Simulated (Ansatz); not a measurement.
An Ansatz input:

```yaml
crystal:
  lattice:
    - [2.6251102326, 0.0, 0.0]
    - [-1.3125551163, 2.2734121492, 0.0]
    - [0.0, 0.0, 4.5476127254]
  atoms:
    - { symbol: Pt, position: [0.3333333333, 0.6666666667, 0.25] }
    - { symbol: Pt, position: [0.6666666667, 0.3333333333, 0.75] }
hamiltonian:
  xc: r2scan
  pseudopotentials:
    kind: paw
    azcp:
      Pt: "pseudopotentials/Pt.paw.azcp"
basis:
  ecutwfc: 500
  fft_grid_basis: typed
kpoints:
  mp_grid: { grid: [15, 15, 8], shift: [0, 0, 0] }
magnetization:
  spin_polarized: false
scf:
  occupations: { method: fermi_dirac, width: 0.1 }
  lower_state_search: "off"
output:
  stress: true
```

and its output:

```
Engine: ansatz 0.2.0, x86_64-unknown-linux-gnu
Pseudopotentials: kind: paw
Pseudopotential: Pt, paw, valence charge 18, recommended cutoff 500 eV (meta_gga) 
Functional definition: r2SCAN
  parameter k0 = 0.174
  parameter k1 = 0.065
  parameter a1 = 4.9479
  exchange = r2scan_x(k0 = k0, k1 = k1, a1 = a1)
  correlation = r2scan_c
Crystal: 2 atoms, lattice volume = 27.140 Å³
Basis set: ecut = 500 eV, 713 PW (Γ), exchange–correlation on 80×80×144 points (64 copies of the dense FFT grid, shifted against one another)
Bands: 22, of which v1, the nominal top of the filled ones, is band 18 counted from 1 (17 counted from 0)
Symmetry: 24 space group operations
Space group: P63/mmc (ITA 194), of the structure as read, at distance tolerance 3.0e-5 Å
k-points: 135 of 1800
Non-local potential: Pt, projectors of the file, l = 0: 3, l = 1: 2, l = 2: 2, l = 3: 1
PAW form: soft (Blöchl's): semilocal exchange-correlation on the pseudo side does not see the compensation charge
PAW frozen core: Pt, regenerated for the run's functional (the file was generated under x = pbe(κ = 0.804, μ = 0.2195149727645171), c = pbe(β = 0.06672455060314922))
PAW one-centre angular grid: Pt, 590 points (default); XC on 160 Gauss nodes
Initial density: superposition of atomic densities (neutral atoms: chi_scale 0, normalization atom), corrected by the library's trained network
Initial wavefunctions: pseudopotential atomic-orbital guess
Functional: x = r2scan, c = r2scan; τ floored in thin density (d = 2e-4 eV/Å³)
SCF iter   1: F=-25073.006633 eV  HF=-25073.007008 eV  |F-HF|=3.75e-4  |Δ(HF+E_count)|=         —  Δρ=1.53e-2  dr2=3.79e-2  dr2_τ=3.72e-2  ethr=1.77e-3  ⟨swp⟩=5.5  Hψ=13152  notcnv=0
SCF iter   2: F=-25073.018192 eV  HF=-25073.020683 eV  |F-HF|=2.49e-3  |Δ(HF+E_count)|=   1.37e-2  Δρ=8.05e-3  dr2=9.60e-3  dr2_τ=1.12e-3  ethr=1.05e-4  ⟨swp⟩=2.5  Hψ=6124  notcnv=0
SCF iter   3: F=-25073.020900 eV  HF=-25073.020771 eV  |F-HF|=1.29e-4  |Δ(HF+E_count)|=   8.83e-5  Δρ=1.22e-3  dr2=1.51e-4  dr2_τ=2.87e-5  ethr=2.67e-5  ⟨swp⟩=2.0  Hψ=4888  notcnv=0
SCF iter   4: F=-25073.020913 eV  HF=-25073.020905 eV  |F-HF|=8.43e-6  |Δ(HF+E_count)|=   1.34e-4  Δρ=2.28e-4  dr2=7.14e-6  dr2_τ=7.82e-7  ethr=4.20e-7  ⟨swp⟩=2.2  Hψ=4859  notcnv=0
SCF iter   5: F=-25073.020919 eV  HF=-25073.020918 eV  |F-HF|=1.15e-6  |Δ(HF+E_count)|=   1.29e-5  Δρ=6.93e-5  dr2=9.13e-7  dr2_τ=8.66e-8  ethr=1.98e-8  ⟨swp⟩=2.1  Hψ=4632  notcnv=0
SCF iter   6: F=-25073.020919 eV  HF=-25073.020919 eV  |F-HF|=1.18e-7  |Δ(HF+E_count)|=   1.36e-6  Δρ=1.89e-5  dr2=6.94e-8  dr2_τ=7.25e-9  ethr=2.78e-10  ⟨swp⟩=3.0  Hψ=12705  notcnv=0
SCF 1 converged in 6 iterations: F = -25073.020919 eV  dr2 = 6.94e-8
SCF converged after 6 iterations
Free energy (F): -25073.020919 eV
Harris-Foulkes:  -25073.020919 eV  (|F-HF|=1.18e-7)
Internal energy: -25072.934849 eV  (E = F + TS)
E sigma→0 (E₀):  -25072.977884 eV
Entropy (-TS):   -0.086070 eV (-43.035 meV/atom)
Fermi energy:    26.561088 eV
--- Per-component energies (eV) ---
  E_band       = -189.623490
  E_kinetic    = 1287.267608
  E_local      = -2658.289582  (includes V_loc(G=0)·N_el)
  E_nonlocal   = 404.629413
  E_hartree    = 1005.979592
  E_xc         = -504.573594
  E_vxc        = -681.378386  (∫ρ·V_xc dr)
  E_paw        = -18961.019286  (= ΣΔE_a)
  E_vpaw       = -597.207881  (= ΣTr[D̂ρ^β])
  E_aug_tail   = 0.000297  (compensation charges beyond the density's cutoff)
  E_vtau       = 43.393231  (kinetic-family band-sum trace: ∫τ·v_τ [+ j·A + Jᵃ·Aᵃ] dr)
  E_ewald      = -5646.466306
  E_core_change = -0.462989  (= ΣΔE_core)
  E_smearing   = -0.086070  (= −TS)
  E_closure    = -0.000000  (closes the sum)
  Σ components = -25073.020919   (vs F -25073.020919, Δ=0.00e0)
--- Stress (GPa, compression-positive) ---
       49.813038      -0.000000       0.000000
        0.000000      49.813038       0.000000
        0.000000       0.000000      43.973190
  P = ⅓ Tr σ = 47.8664 GPa (478.664 kbar)
```

Command:

```sh
ansatz run input.yaml --threads 1 --pin off --max-ram 3584MiB --backend cpu --events-out ev --progress --plain --runs-dir out
```

On 1 thread of Intel(R) Xeon(R) Platinum 8259CL CPU @ 2.50GHz (Skylake/Cascade Lake) (shared host) this took about 10 s of wall time and 10 s of CPU time.
